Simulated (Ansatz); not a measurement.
Sb2S3:
```cif
data_S12Sb8
_chemical_formula_sum 'Sb8 S12'
_space_group_name_H-M_alt 'P 1'
_space_group_IT_number 1
_cell_length_a 11.03397
_cell_length_b 3.81140
_cell_length_c 10.79968
_cell_angle_alpha 90.000
_cell_angle_beta 90.000
_cell_angle_gamma 90.000
loop_
_space_group_symop_operation_xyz
  'x, y, z'
loop_
_atom_site_label
_atom_site_type_symbol
_atom_site_fract_x
_atom_site_fract_y
_atom_site_fract_z
_atom_site_occupancy
Sb1 Sb 0.97924 0.25000 0.17433 1
Sb2 Sb 0.47924 0.25000 0.32567 1
Sb3 Sb 0.02076 0.75000 0.82567 1
Sb4 Sb 0.52076 0.75000 0.67433 1
Sb5 Sb 0.65601 0.25000 0.96724 1
Sb6 Sb 0.15601 0.25000 0.53276 1
Sb7 Sb 0.34399 0.75000 0.03276 1
Sb8 Sb 0.84399 0.75000 0.46724 1
S1 S 0.28769 0.25000 0.19309 1
S2 S 0.78769 0.25000 0.30691 1
S3 S 0.71231 0.75000 0.80691 1
S4 S 0.21231 0.75000 0.69309 1
S5 S 0.45009 0.25000 0.87283 1
S6 S 0.95009 0.25000 0.62717 1
S7 S 0.54991 0.75000 0.12717 1
S8 S 0.04991 0.75000 0.37283 1
S9 S 0.62560 0.25000 0.55830 1
S10 S 0.12560 0.25000 0.94170 1
S11 S 0.37440 0.75000 0.44170 1
S12 S 0.87440 0.75000 0.05830 1
```

Relaxed with LDA.

### Question
Which orbitals make up the states near the band edges in the program Ansatz at the LDA level (PAW)?

### Answer
Top 1 eV of the valence band: S 3p 76 %, Sb 5s 13 %, Sb 5p 8 %. Bottom 1 eV of the conduction band: Sb 5p 58 %, S 3p 25 %, S 3s 9 %, outside the projected shells 6 %. Projections are on Löwdin-orthogonalised atomic valence shells; empty p or d shells of many metals are not among them.

### Question
Tabulate the density of states.

### Answer
States/eV per cell of 20 atoms, in 0.25 eV bins, energy from the valence-band maximum.

| E (eV) | total | S 3p | Sb 5p | Sb 5s |
|---|---|---|---|---|
| -7.86 | 4.32 | 0.88 | 0.19 | 2.20 |
| -7.61 | 2.29 | 0.45 | 0.10 | 1.16 |
| -7.36 | 1.53 | 0.28 | 0.06 | 0.78 |
| -7.11 | 2.41 | 0.45 | 0.11 | 1.18 |
| -6.86 | 2.19 | 0.41 | 0.09 | 1.05 |
| -6.61 | 1.19 | 0.23 | 0.04 | 0.56 |
| -6.36 | 0.62 | 0.13 | 0.01 | 0.27 |
| -6.11 | 0.00 | 0.00 | 0.00 | 0.00 |
| -5.86 | 0.72 | 0.40 | 0.28 | 0.00 |
| -5.61 | 7.12 | 4.05 | 2.75 | 0.03 |
| -5.36 | 6.28 | 3.65 | 2.37 | 0.04 |
| -5.11 | 5.64 | 3.31 | 2.04 | 0.10 |
| -4.86 | 14.01 | 8.42 | 4.75 | 0.24 |
| -4.61 | 13.53 | 8.29 | 4.45 | 0.23 |
| -4.36 | 8.30 | 5.17 | 2.64 | 0.13 |
| -4.11 | 12.59 | 7.83 | 4.06 | 0.23 |
| -3.86 | 12.22 | 7.68 | 3.84 | 0.23 |
| -3.61 | 13.86 | 8.69 | 4.32 | 0.30 |
| -3.36 | 14.26 | 8.96 | 4.37 | 0.34 |
| -3.11 | 12.59 | 8.15 | 3.59 | 0.28 |
| -2.86 | 15.14 | 9.87 | 4.13 | 0.45 |
| -2.61 | 13.66 | 9.10 | 3.56 | 0.41 |
| -2.36 | 14.28 | 9.81 | 3.42 | 0.44 |
| -2.11 | 12.83 | 9.36 | 2.50 | 0.40 |
| -1.86 | 12.69 | 10.20 | 1.66 | 0.30 |
| -1.61 | 15.52 | 13.14 | 1.41 | 0.45 |
| -1.36 | 16.51 | 14.12 | 1.25 | 0.63 |
| -1.11 | 16.17 | 13.39 | 1.28 | 1.00 |
| -0.86 | 12.04 | 9.54 | 0.97 | 1.15 |
| -0.61 | 15.18 | 11.42 | 1.26 | 2.03 |
| -0.36 | 17.82 | 13.14 | 1.42 | 2.75 |
| -0.11 | 5.03 | 3.72 | 0.38 | 0.78 |
| 0.14 | 0.00 | 0.00 | 0.00 | 0.00 |
| 0.39 | 0.00 | 0.00 | 0.00 | 0.00 |
| 0.64 | 0.00 | 0.00 | 0.00 | 0.00 |
| 0.89 | 0.00 | 0.00 | 0.00 | 0.00 |
| 1.14 | 0.54 | 0.10 | 0.32 | 0.02 |
| 1.39 | 5.39 | 1.19 | 3.18 | 0.15 |
| 1.64 | 9.79 | 2.45 | 5.62 | 0.27 |
| 1.89 | 8.73 | 2.23 | 5.08 | 0.19 |
| 2.14 | 12.20 | 3.38 | 7.00 | 0.21 |
| 2.39 | 13.63 | 4.01 | 7.73 | 0.23 |
| 2.64 | 15.76 | 4.90 | 8.70 | 0.28 |
| 2.89 | 14.67 | 4.73 | 8.01 | 0.22 |
| 3.14 | 13.97 | 4.57 | 7.55 | 0.21 |
| 3.39 | 13.97 | 4.54 | 7.58 | 0.17 |
| 3.64 | 11.15 | 3.73 | 5.84 | 0.14 |
| 3.89 | 14.94 | 5.02 | 7.67 | 0.18 |
| 4.14 | 14.79 | 4.80 | 7.32 | 0.16 |
| 4.39 | 10.97 | 3.36 | 4.97 | 0.11 |
| 4.64 | 13.50 | 3.88 | 5.75 | 0.08 |
| 4.89 | 12.31 | 3.44 | 5.14 | 0.07 |
| 5.14 | 8.87 | 2.54 | 3.65 | 0.07 |
| 5.39 | 3.13 | 0.58 | 0.83 | 0.02 |
| 5.64 | 7.02 | 1.22 | 1.29 | 0.02 |
| 5.89 | 5.54 | 0.63 | 0.63 | 0.01 |

Space group Pnma. The LDA relaxation kept the symmetry of its start; of distortions, only those at the zone centre were tested. A crystal of weakly bound chains computed without a dispersion correction: the cell and the soft elastic constants depend strongly on that. Scalar-relativistic: spin–orbit coupling is off unless named, which matters more the heavier the elements.

Potentials: the later of the program's two PAW sets.
